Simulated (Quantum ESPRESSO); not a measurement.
## Calculated data, Hf3ZrRuAu3 (simulated cell), Ta2Ga3Mo2Au (simulated cell), NbAl4Ir2Au (simulated cell), ScAl3InMoAu2 (simulated cell)

Computed with Quantum ESPRESSO 7.5. Calculation on a made-up metal alloy cell, not a measurement, with one named mistake planted (healthy values lack it): no spin or spin-orbit, unrelaxed, 2900 K smearing, stress positive in tension, cell energy less the intended atoms' offsets; periodic Kohn-Sham density functional theory in plane waves with PseudoDojo standard norm-conserving scalar-relativistic pseudopotentials, each functional with its own files (v0.5 for PBE, v0.4.1 for LDA and PBEsol), eight atoms on drawn sites of a strained close-packed or body-centred lattice, each displaced and held fixed; the energy is the cell's free energy, ions and the entropy term -TS included, at the stated Fermi-Dirac width, less a fixed offset for each atom's element (shifted free energy); compositions with an open d shell lost a parallel starting moment in a cheaper test run, and other magnetic orders were not tried; an error bar is the largest change of its kind in a tighter rerun, never given below 0.002 eV, 0.02 GPa or 0.003 eV/angstrom, and covers cutoff and k-mesh only, not smearing or the files.

Common to all runs: intended functional pbe; fermi dirac smearing 0.25 eV; intended electrons removed 0; run command mpirun -np 4 pw.x -nk 4 -in in; structure shown the intended cell.

Notes on all entries: heavy elements are run without spin-orbit coupling, which real alloys of them have; a spin test at this wide smearing found no moment, but such smearing suppresses magnetism that the real alloy may have; lattice, volume and sites are drawn at random and may be unstable or far from any real phase; energies are for the whole cell, less offsets fitted to these runs, so they are not formation energies.

(1) 
```cif
# cell vector a (Å): -2.9665 0.0000 0.0000
# cell vector b (Å): 0.0000 5.1381 0.0000
# cell vector c (Å): 1.4832 -2.5691 -9.8474
data_Hf3ZrRuAu3
_symmetry_space_group_name_H-M 'P 1'
_symmetry_Int_Tables_number 1
_cell_length_a 2.9665
_cell_length_b 5.1381
_cell_length_c 10.2845
_cell_angle_alpha 104.466
_cell_angle_beta 98.292
_cell_angle_gamma 90.000
_cell_volume 150.10
loop_
_atom_site_label
_atom_site_type_symbol
_atom_site_fract_x
_atom_site_fract_y
_atom_site_fract_z
_atom_site_occupancy
Hf1 Hf 0.98339 0.00380 0.00218 1
Hf2 Hf 0.12309 0.44433 0.24566 1
Zr1 Zr 0.24405 0.25607 0.49937 1
Au1 Au 0.38024 0.71685 0.74872 1
Hf3 Hf 0.50329 0.48847 0.99770 1
Ru1 Ru 0.61961 0.95791 0.24594 1
Au2 Au 0.75085 0.74600 0.50385 1
Au3 Au 0.86124 0.20042 0.74343 1
_calc_lattice_type 'hexagonal close-packed'
_calc_cutoff 1143  # eV
_calc_healthy_entropy_term_negative_ts -1.516  # eV
_calc_healthy_pressure 4.55  # GPa
_calc_healthy_stress_xx -8.04  # GPa
_calc_healthy_stress_yy -4.12  # GPa
_calc_healthy_stress_zz -1.49  # GPa
_calc_healthy_stress_yz -1.29  # GPa
_calc_healthy_stress_xz -0.3  # GPa
_calc_healthy_stress_xy 0.05  # GPa
_calc_fault_kind 'cell scaled'
_calc_fault_length_scale_change 1.33  # percent
_calc_run_processor 'Intel Xeon, 2023 or later, virtual cores'
_calc_k_mesh '8 x 5 x 3 shifted half a step off Gamma on each axis'
_calc_healthy_shifted_free_energy -1.449  # eV
_calc_faulty_entropy_term_negative_ts -1.578  # eV
_calc_faulty_pressure -0.88  # GPa
_calc_faulty_stress_xx -2.61  # GPa
_calc_faulty_stress_yy 1.23  # GPa
_calc_faulty_stress_zz 4.01  # GPa
_calc_faulty_stress_yz -1.24  # GPa
_calc_faulty_stress_xz -0.28  # GPa
_calc_faulty_stress_xy 0.03231  # GPa
_calc_faulty_shifted_free_energy -1.515  # eV
```

Atoms:
```csv
atoms element,atom site,atom energy offset (eV)
Hf,1,-1535.13
Hf,2,-1535.13
Zr,3,-1377.61
Au,4,-4032.82
Hf,5,-1535.13
Ru,6,-2750.51
Au,7,-4032.82
Au,8,-4032.82
```

Healthy forces:
```csv
site,x (eV/Å),y (eV/Å),z (eV/Å)
1,-0.163,-1.032,0.367
2,-0.083,0.876,-1.583
3,-0.001,-1.01,0.449
4,0.098,-0.268,-0.647
5,0.222,0.834,1.057
6,-0.001,0.03,-0.05
7,0.015,0.336,0.756
8,-0.085,0.235,-0.349
```

Faulty forces:
```csv
site,x (eV/Å),y (eV/Å),z (eV/Å)
1,-0.154,-0.926,0.295
2,-0.076,0.791,-1.399
3,0.001,-0.93,0.368
4,0.077,-0.202,-0.63
5,0.211,0.717,0.96
6,-0.007,0.124,0.028
7,0.014,0.243,0.69
8,-0.067,0.183,-0.312
```

Notes: error bars of the healthy run: energy 0.0054 eV, stress 0.22 GPa, force 0.0053 eV/Å, from a tighter rerun of this or a related cell; 19 SCF iterations, 349 s of wall time on a shared machine.

(2) 
```cif
# cell vector a (Å): -2.9485 0.0000 0.0000
# cell vector b (Å): 0.0000 5.1070 0.0000
# cell vector c (Å): 1.4743 -2.5535 -9.9058
data_Ta2Ga3Mo2Au
_symmetry_space_group_name_H-M 'P 1'
_symmetry_Int_Tables_number 1
_cell_length_a 2.9485
_cell_length_b 5.1070
_cell_length_c 10.3353
_cell_angle_alpha 104.304
_cell_angle_beta 98.201
_cell_angle_gamma 90.000
_cell_volume 149.16
loop_
_atom_site_label
_atom_site_type_symbol
_atom_site_fract_x
_atom_site_fract_y
_atom_site_fract_z
_atom_site_occupancy
Mo1 Mo 0.99730 0.99710 0.00199 1
Mo2 Mo 0.12975 0.44724 0.25007 1
Ta1 Ta 0.26530 0.26839 0.50325 1
Au1 Au 0.36886 0.71222 0.75078 1
Ga1 Ga 0.48782 0.53218 0.00213 1
Ga2 Ga 0.61702 0.95975 0.24776 1
Ga3 Ga 0.75313 0.73341 0.49921 1
Ta2 Ta 0.87497 0.22406 0.75755 1
_calc_lattice_type 'hexagonal close-packed'
_calc_cutoff 1116  # eV
_calc_healthy_entropy_term_negative_ts -1.417  # eV
_calc_healthy_pressure -14.28  # GPa
_calc_healthy_stress_xx 14.27  # GPa
_calc_healthy_stress_yy 13.77  # GPa
_calc_healthy_stress_zz 14.78  # GPa
_calc_healthy_stress_yz 0.35  # GPa
_calc_healthy_stress_xz -0.05  # GPa
_calc_healthy_stress_xy -0.01  # GPa
_calc_fault_kind 'wrong functional'
_calc_fault_functional 'lda'
_calc_run_processor 'AMD EPYC, older, virtual cores'
_calc_k_mesh '8 x 5 x 3 shifted half a step off Gamma on each axis'
_calc_healthy_shifted_free_energy 0.281  # eV
_calc_faulty_entropy_term_negative_ts -1.438  # eV
_calc_faulty_pressure -22.95  # GPa
_calc_faulty_stress_xx 23.22  # GPa
_calc_faulty_stress_yy 22.7  # GPa
_calc_faulty_stress_zz 22.94  # GPa
_calc_faulty_stress_yz 0.28  # GPa
_calc_faulty_stress_xz -0.048  # GPa
_calc_faulty_stress_xy 0.01201  # GPa
_calc_faulty_shifted_free_energy 19.41  # eV
```

Atoms:
```csv
atoms element,atom site,atom energy offset (eV)
Mo,1,-1911.95
Mo,2,-1911.95
Ta,3,-1771.44
Au,4,-4032.82
Ga,5,-2081.03
Ga,6,-2081.03
Ga,7,-2081.03
Ta,8,-1771.44
```

Healthy forces:
```csv
site,x (eV/Å),y (eV/Å),z (eV/Å)
1,0.048,1.134,-0.354
2,0.032,-0.242,0.295
3,0.037,-0.831,0.65
4,-0.03,0.4,-0.195
5,-0.053,-0.838,-0.188
6,-0.037,0.048,-0.019
7,-0.026,0.888,-0.028
8,0.029,-0.56,-0.163
```

Faulty forces:
```csv
site,x (eV/Å),y (eV/Å),z (eV/Å)
1,0.038,1.016,-0.274
2,0.019,-0.36,0.269
3,0.017,-0.593,0.485
4,-0.027,0.302,-0.224
5,-0.038,-0.718,-0.11
6,-0.022,0.141,0.021
7,-0.018,0.687,-0.063
8,0.031,-0.475,-0.105
```

Notes: another functional or element uses other pseudopotential files, so its energy jump is mostly a change of zero; error bars of the healthy run: energy 0.0031 eV, stress 0.095 GPa, force 0.014 eV/Å, from a tighter rerun of this or a related cell; 15 SCF iterations, 380 s of wall time on a shared machine.

(3) 
```cif
# cell vector a (Å): -2.8705 0.0211 0.0347
# cell vector b (Å): 0.0203 5.0671 -4.6622
# cell vector c (Å): 0.0935 -5.0583 -4.6529
data_NbAl4Ir2Au
_symmetry_space_group_name_H-M 'P 1'
_symmetry_Int_Tables_number 1
_cell_length_a 2.8708
_cell_length_b 6.8856
_cell_length_c 6.8735
_cell_angle_alpha 94.771
_cell_angle_beta 91.558
_cell_angle_gamma 90.328
_cell_volume 135.34
loop_
_atom_site_label
_atom_site_type_symbol
_atom_site_fract_x
_atom_site_fract_y
_atom_site_fract_z
_atom_site_occupancy
Al1 Al 0.00262 0.00106 0.00740 1
Ir1 Ir 0.98679 0.41769 0.07591 1
Al2 Al 0.99149 0.49880 0.50003 1
Al3 Al 0.98682 0.92301 0.57907 1
Al4 Al 0.48963 0.16704 0.33696 1
Au1 Au 0.48507 0.24917 0.74916 1
Nb1 Nb 0.47777 0.66502 0.83129 1
Ir2 Ir 0.50624 0.75549 0.24507 1
_calc_lattice_type 'hexagonal close-packed'
_calc_cutoff 1116  # eV
_calc_healthy_entropy_term_negative_ts -0.938  # eV
_calc_healthy_pressure -10.75  # GPa
_calc_healthy_stress_xx 3.93  # GPa
_calc_healthy_stress_yy 17.46  # GPa
_calc_healthy_stress_zz 10.85  # GPa
_calc_healthy_stress_yz -0.38  # GPa
_calc_healthy_stress_xz -1.02  # GPa
_calc_healthy_stress_xy -0.66  # GPa
_calc_fault_kind 'wrong functional'
_calc_fault_functional 'lda'
_calc_run_processor 'AMD EPYC, Zen 5, virtual cores'
_calc_k_mesh '8 x 4 x 4 shifted half a step off Gamma on each axis'
_calc_healthy_shifted_free_energy -1.268  # eV
_calc_faulty_entropy_term_negative_ts -0.944  # eV
_calc_faulty_pressure -18.19  # GPa
_calc_faulty_stress_xx 11.61  # GPa
_calc_faulty_stress_yy 24.42  # GPa
_calc_faulty_stress_zz 18.55  # GPa
_calc_faulty_stress_yz -0.37  # GPa
_calc_faulty_stress_xz -0.91  # GPa
_calc_faulty_stress_xy -0.55  # GPa
_calc_faulty_shifted_free_energy 21.04  # eV
```

Atoms:
```csv
atoms element,atom site,atom energy offset (eV)
Al,1,-63.26
Ir,2,-3133.86
Al,3,-63.26
Al,4,-63.26
Al,5,-63.26
Au,6,-4032.82
Nb,7,-1694.67
Ir,8,-3133.86
```

Healthy forces:
```csv
site,x (eV/Å),y (eV/Å),z (eV/Å)
1,0.124,-0.291,-0.022
2,-0.107,-1.233,-1.162
3,0.131,1.308,0.305
4,0.032,-0.425,0.729
5,-0.011,0.737,0.353
6,0.067,-0.059,0.987
7,-0.333,-0.318,-0.631
8,0.097,0.28,-0.56
```

Faulty forces:
```csv
site,x (eV/Å),y (eV/Å),z (eV/Å)
1,0.114,-0.318,0.02
2,-0.092,-0.908,-1.096
3,0.121,1.262,0.236
4,0.035,-0.411,0.702
5,-0.007,0.729,0.348
6,0.064,-0.045,0.74
7,-0.317,-0.642,-0.615
8,0.082,0.331,-0.334
```

Notes: another functional or element uses other pseudopotential files, so its energy jump is mostly a change of zero; error bars of the healthy run: energy 0.0081 eV, stress 0.15 GPa, force 0.0081 eV/Å, from a tighter rerun of this or a related cell; 15 SCF iterations, 144 s of wall time on a shared machine.

(4) 
```cif
# cell vector a (Å): 2.1159 4.2318 2.1159
# cell vector b (Å): 2.1159 -4.2318 2.1159
# cell vector c (Å): 2.1159 0.0000 -6.3477
data_ScAl3InMoAu2
_symmetry_space_group_name_H-M 'P 1'
_symmetry_Int_Tables_number 1
_cell_length_a 5.1829
_cell_length_b 5.1829
_cell_length_c 6.6911
_cell_angle_alpha 104.963
_cell_angle_beta 104.963
_cell_angle_gamma 109.471
_cell_volume 151.57
loop_
_atom_site_label
_atom_site_type_symbol
_atom_site_fract_x
_atom_site_fract_y
_atom_site_fract_z
_atom_site_occupancy
In1 In 0.99556 0.97557 0.98072 1
Al1 Al 0.11034 0.60098 0.24790 1
Sc1 Sc 0.26273 0.26301 0.51636 1
Au1 Au 0.38022 0.85761 0.73310 1
Al2 Al 0.47777 0.47250 0.98319 1
Mo1 Mo 0.60572 0.10855 0.25203 1
Au2 Au 0.74654 0.73361 0.48445 1
Al3 Al 0.84322 0.37798 0.74898 1
_calc_lattice_type 'face-centred cubic'
_calc_cutoff 1143  # eV
_calc_healthy_entropy_term_negative_ts -1.216  # eV
_calc_healthy_pressure -3.66  # GPa
_calc_healthy_stress_xx 3.83  # GPa
_calc_healthy_stress_yy 1.83  # GPa
_calc_healthy_stress_zz 5.34  # GPa
_calc_healthy_stress_yz 0.59  # GPa
_calc_healthy_stress_xz 0.04  # GPa
_calc_healthy_stress_xy 0.18  # GPa
_calc_fault_kind 'atom misplaced'
_calc_fault_misplaced_site 6
_calc_fault_misplaced_along 'y'
_calc_fault_misplaced_by 0.18  # angstrom
_calc_run_processor 'AMD EPYC, Zen 5, virtual cores'
_calc_k_mesh '5 x 5 x 4 shifted half a step off Gamma on each axis'
_calc_healthy_shifted_free_energy -0.199  # eV
_calc_faulty_entropy_term_negative_ts -1.215  # eV
_calc_faulty_pressure -3.56  # GPa
_calc_faulty_stress_xx 3.85  # GPa
_calc_faulty_stress_yy 1.69  # GPa
_calc_faulty_stress_zz 5.15  # GPa
_calc_faulty_stress_yz 1.15  # GPa
_calc_faulty_stress_xz 0.07514  # GPa
_calc_faulty_stress_xy -0.09851  # GPa
_calc_faulty_shifted_free_energy -0.187  # eV
```

Atoms:
```csv
atoms element,atom site,atom energy offset (eV)
In,1,-1808.02
Al,2,-63.26
Sc,3,-1317.21
Au,4,-4032.82
Al,5,-63.26
Mo,6,-1911.95
Au,7,-4032.82
Al,8,-63.26
```

Healthy forces:
```csv
site,x (eV/Å),y (eV/Å),z (eV/Å)
1,0.538,-0.426,-0.556
2,0.254,-0.308,-0.032
3,-1.296,-0.18,0.248
4,0.332,-0.286,-0.218
5,0.946,-0.129,-0.833
6,0.025,0.282,0.181
7,-0.411,0.01,0.615
8,-0.388,1.036,0.595
```

Faulty forces:
```csv
site,x (eV/Å),y (eV/Å),z (eV/Å)
1,0.65,-0.163,-0.498
2,0.187,-0.299,-0.077
3,-1.263,-0.113,0.303
4,0.335,-0.304,-0.214
5,0.915,-0.105,-0.817
6,-0.003,-0.42,0.232
7,-0.483,0.359,0.441
8,-0.338,1.045,0.63
```

Notes: error bars of the healthy run: energy 0.0072 eV, stress 0.062 GPa, force 0.0083 eV/Å, from a tighter rerun of this or a related cell; 14 SCF iterations, 125 s of wall time on a shared machine.
